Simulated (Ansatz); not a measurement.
SnSe2:
```yaml
crystal:
  lattice:
    - [3.76915, 0.00000, 0.00000]
    - [-1.88458, 3.26418, 0.00000]
    - [0.00000, 0.00000, 33.00000]
  atoms:
    - { symbol: Se, position: [0.66667, 0.33333, 0.54784] }
    - { symbol: Sn, position: [0.00000, 0.00000, 0.50000] }
    - { symbol: Se, position: [0.33333, 0.66667, 0.45216] }
```
Free-standing layer in the xy plane with vacuum along z and no interaction between images.

Relaxed with LDA.

Q: All from plane-wave PAW LDA (Ansatz code), unless another level is named. Give the hole effective mass, in the valley on the Γ–M line, 24 % of the way from Γ.

A: 0.19 along x, 1.5 along y (mₑ).

Q: Predict the electron affinity (Kohn–Sham).

A: 5.44 eV.

Q: Give the band gap.

A: 0.68 eV (indirect).

Space group P-3m1 (1T). A layer that has been made, often on a substrate. The cell was relaxed with LDA under the symmetry of its start; whether a distortion lowers the energy is not shown. Spin–orbit coupling is left out wherever it is not named.

Potentials: the later of the program's two PAW sets.
